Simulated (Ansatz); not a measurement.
SiO2:
```xyz
3
Lattice="2.6865 0.0000 0.0000 -1.3433 2.3266 0.0000 0.0000 0.0000 4.5996" Properties=species:S:1:pos:R:3 pbc="T T T"
Si     0.0000     0.0000     0.0000
O      0.0000     1.5511     0.9156
O      1.3433     0.7755     3.6840
```

Relaxed with PBE+D3(BJ). Special points in fractions of this cell's reciprocal vectors: Γ (0.000, 0.000, 0.000); M (0.500, 0.000, 0.000); K (0.333, 0.333, 0.000); A (0.000, 0.000, 0.500); L (0.500, 0.000, 0.500); H (0.333, 0.333, 0.500).

List the band energies nearest the valence-band maximum at these points for DFT-PBE+D3(BJ) in the program Ansatz with PAW potentials.

In eV from the valence-band maximum; about four levels below and three above (degenerate sets whole), none deeper than 8.9 eV; points with the same levels are listed once.

| k | below | above |
|---|---|---|
| Γ | -2.32 -2.32 -1.22 -1.22 -0.26 | 6.14 8.21 13.25 13.25 |
| M | -4.10 -2.31 -1.62 -1.22 | 7.73 10.28 12.30 |
| K | -5.82 -5.82 -4.21 -1.21 -1.21 | 10.24 12.86 13.78 13.78 |
| A | -2.30 -2.30 -1.60 -1.25 -1.25 | 7.12 8.20 12.77 |
| L | -4.05 -1.76 -1.71 -1.22 | 7.84 9.99 12.71 |
| H | -6.03 -6.03 -4.42 -0.82 -0.82 | 10.43 13.24 13.50 13.50 |

Space group P-3m1 (CdI2 type). The cell is a constructed one: a structure type filled with these elements; neither database checked (COD, Materials Project) lists it. It is not the phase usual at ambient conditions (space group No. 92, 152, 154). The cell was relaxed with PBE+D3(BJ) under the symmetry of its start; phonons on a q-mesh show no instability.

Potentials: the later of the program's two PAW sets.
